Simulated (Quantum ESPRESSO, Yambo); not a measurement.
Quasiparticle gap of NaYS$_{2}$ at +1 % isotropic strain

```xyz
4
Lattice="1.9879 1.1477 6.6486 -1.9879 1.1477 6.6486 0.0000 -2.2954 6.6486" Properties=species:S:1:pos:R:3 pbc="T T T"
Na     0.0000     0.0000     0.0000
S      0.0000     0.0000     4.8172
S      0.0000     0.0000    15.1288
Y      0.0000     0.0000     9.9730
```

The PBEsol cell relaxed from Materials Project entry mp-10226 was given an isotropic strain of +1 % on all lattice vectors, and the atoms were relaxed again.

Starting point: PBEsol (Quantum ESPRESSO, PseudoDojo norm-conserving, 88 Ry, scalar-relativistic). G0W0 in Yambo: 4×4×4 Γ-centred k mesh, bands 3 to 130 and a 7 Ry block in the screening, 130 bands in G with the Bruneval-Gonze terminator, plasmon pole fitted at 27.2 eV.

```yaml
PBEsol gap along the band path: 2.23 eV
PBEsol gap between the mesh's edge points (Γ → F): 2.23 eV
G0W0 gap between the same points: 3.87 eV
PBEsol smallest direct gap on the mesh (at F): 3.05 eV
G0W0 direct gap at that point: 4.75 eV
```

| k point | band | E PBEsol (eV) | E QP (eV) | shift (eV) | Z |
|---|---|---|---|---|---|
| Γ | VB | 0.00 | -0.95 | -0.95 | 0.79 |
| Γ | CB | 3.44 | 4.39 | 0.95 | 0.81 |
| L | VB | -0.70 | -1.71 | -1.01 | 0.78 |
| L | CB | 2.71 | 3.47 | 0.76 | 0.81 |
| F | VB | -0.82 | -1.84 | -1.02 | 0.78 |
| F | CB | 2.23 | 2.91 | 0.68 | 0.82 |

Energies count from the PBEsol valence-band maximum.

Convergence of the G0W0 settings was not tested.
